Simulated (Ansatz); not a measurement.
KF:
```cif
data_F4K4
_chemical_formula_sum 'K4 F4'
_space_group_name_H-M_alt 'Fm-3m'
_space_group_IT_number 225
_space_group_name_Hall '-F 4 2 3'
_cell_length_a 5.31832
_cell_length_b 5.31832
_cell_length_c 5.31832
_cell_angle_alpha 90.000
_cell_angle_beta 90.000
_cell_angle_gamma 90.000
loop_
_atom_site_label
_atom_site_type_symbol
_atom_site_symmetry_multiplicity
_atom_site_Wyckoff_symbol
_atom_site_fract_x
_atom_site_fract_y
_atom_site_fract_z
_atom_site_occupancy
K1 K 4 a 0.00000 0.00000 0.00000 1
F1 F 4 b 0.50000 0.50000 0.50000 1
```
(The calculation used a cell of 2 atoms; values per cell refer to that cell.)

Relaxed with r²SCAN.

Question: Decompose the optical modes at the zone centre into irreducible representations, and say which are infrared and Raman allowed.

Answer: Point group m-3m: Γ_opt = T1u. Infrared: T1u. Raman: none.

Question: Assign frequencies (DFPT, r²SCAN in the plane-wave PAW code Ansatz; without the LO–TO term).

Answer: T1u 193 cm⁻¹.

Symmetry was held in the r²SCAN relaxation; phonons on a q-mesh show no instability.

Potentials: the later of the program's two PAW sets.
